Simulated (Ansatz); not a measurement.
Here is the system:

TaAl:
```yaml
crystal:
  lattice:
    - [0.00000, 2.64159, 2.64159]
    - [2.64159, 0.00000, 2.64159]
    - [2.64159, 2.64159, 0.00000]
  atoms:
    - { symbol: Ta, position: [0.00000, 0.00000, 0.00000] }
    - { symbol: Al, position: [0.50000, 0.50000, 0.50000] }
```

This is the PBE-relaxed structure.

### Question
All from DFT-PBE in the program Ansatz with PAW potentials, unless another level is named. Give the formation energy from the elements (no fitted shifts).

### Answer
0.50 eV/atom.

### Question
Give the density of states at the Fermi level.

### Answer
0.35 states/eV per atom (mean over ±0.08 eV).

Space group Fm-3m (rock salt). The start of the workflow was typed in or built on a structure type; neither database checked (COD, Materials Project) lists it. Whether it is the stable phase at ambient conditions was not checked. The cell was relaxed with PBE under the symmetry of its start; whether a distortion lowers the energy is not shown. No spin polarisation was allowed. Its formation energy is positive at this level, so the cell may be metastable or incomplete. The references are the lowest solids computed at this level, not always the standard phases. Spin–orbit coupling is left out wherever it is not named.

Potentials: the later of the program's two PAW sets.
